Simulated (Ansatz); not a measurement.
Given:

InTe:
```cif
data_InTe
_chemical_formula_sum 'In1 Te1'
_space_group_name_H-M_alt 'P 1'
_space_group_IT_number 1
_cell_length_a 4.35373
_cell_length_b 4.35373
_cell_length_c 4.35373
_cell_angle_alpha 60.000
_cell_angle_beta 60.000
_cell_angle_gamma 60.000
loop_
_space_group_symop_operation_xyz
  'x, y, z'
loop_
_atom_site_label
_atom_site_type_symbol
_atom_site_fract_x
_atom_site_fract_y
_atom_site_fract_z
_atom_site_occupancy
In1 In 0.00000 0.00000 0.00000 1
Te1 Te 0.50000 0.50000 0.50000 1
```

This is the PBEsol-relaxed structure.

### Question
All from PBEsol (plane waves, PAW; program Ansatz), unless another level is named. Give the Young's modulus.

### Answer
43.6 GPa.

### Question
Next, the elastic constants (relaxed ions, GPa)?

### Answer
C11 = 84.7, C12 = 30.5, C44 = 11.3.

Space group Fm-3m (rock salt). The workflow started from an entry of the Crystallography Open Database (COD). Its standing as an ambient phase is unchecked. The PBEsol relaxation kept the symmetry of its start; its stability against distortions is not shown here. With an odd number of electrons in the cell and no spin polarisation, the count alone makes it a metal. As this level gives no gap, shear constants depend on the k-mesh and smearing (Fermi–Dirac, 0.1 eV here). Scalar-relativistic: spin–orbit coupling is off unless named, which matters more the heavier the elements.

Potentials: the later of the program's two PAW sets.
